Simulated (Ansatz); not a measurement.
Method: PBE, no spin polarisation; PAW, plane waves to 420 eV, 10×10×5 Γ-centred mesh, fermi-dirac occupations (width 0.1 eV) (Ansatz 0.2.0), atoms fixed.

Computed maps in the lattice plane spanned by b (left to right, 3.99 Å, 12 points from zero) and c (bottom to top, 6.54 Å, 20 points from zero), 90° apart, at height 0.667 along a. The fields are smooth PAW ones with compensation charges, not the true ones near nuclei.

Valence density. Digits on a logarithmic scale: 0 up to 0.03 e/Å³, each further digit a factor of 1.6, 9 from 1.3 e/Å³ up:
```
655566654566
666666666666
566655555555
455544444444
444443333333
334332222222
334333222223
444443344433
445445566655
555556789876
655567999997
654567999997
544457999997
433346999996
422245789875
321234677764
322234667664
432345666665
443445654565
555556642466
```

ELF. Ten even steps from '0' (0.06) to '9' (0.82):
```
644469833489
544457865687
444445777775
344433344433
233321111111
123210000000
234320000000
345432223222
556554444444
666665454545
666664421244
555554300034
433344300034
321234421244
200024444444
100014555554
200024799974
310136888886
522257633367
643468637368
```

Task: The cell is SiBi. Which atoms lie within 0.2 Å of this plane, and where (fractions of b and c)?

Result: Si at (0.67, 0.00), Bi at (0.67, 0.38). The whole cell:
```yaml
crystal:
  lattice:
    - [1.99404, 3.45377, 0.00000]
    - [-1.99404, 3.45377, 0.00000]
    - [0.00000, 0.00000, 6.54480]
  atoms:
    - { symbol: Si, position: [0.66667, 0.66667, 0.00000] }
    - { symbol: Si, position: [0.33333, 0.33333, 0.50000] }
    - { symbol: Bi, position: [0.66667, 0.66667, 0.37500] }
    - { symbol: Bi, position: [0.33333, 0.33333, 0.87500] }
```

Origin: a known structure type with other elements, at an estimated volume, so it need not be a known compound. Caveats: atoms or cell far from equilibrium.
